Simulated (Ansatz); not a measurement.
Data:

C (diamond)

Space group Fd-3m, origin choice 1 (No. 227); a = 3.5603 Å, b = 3.5603 Å, c = 3.5603 Å, α = 90.00°, β = 90.00°, γ = 90.00°

```json
[
 {"atom": "C", "site": "8b", "symmetry": "-43m", "x": "0.5000", "y": "0.5000", "z": "0.5000"}
]
```
(The calculation used a cell of 2 atoms; values per cell refer to that cell.)

The volume is varied about the relaxed value V₀ at fixed cell shape. Symmetry pins the atoms to their sites.

Calculation: r2SCAN (plane waves to 500 eV, PAW, scalar-relativistic; Ansatz, a program for electronic structure). k mesh 17×17×17 (Γ-centred), Fermi-Dirac smearing 0.05 eV. The energy includes the smearing's −TS. Stress and pressure are positive under compression. C was relaxed with its symmetry unable to fall. The zero of ΔE is the relaxed starting cell.

The scan covers V/V₀ from 0.840 to 1.160 in 9 points.

Problem. What pressure does the cell carry at V/V₀ = 0.840?

Solution. 108 GPa.

Problem. What is ΔE at V/V₀ = 1.160?

Solution. 160.7 meV/atom.

Problem. What is ΔE at V/V₀ = 0.840?

Solution. 265.1 meV/atom.

(Under strain, the slope of the energy per volume gives the stress and its curvature an elastic modulus.)
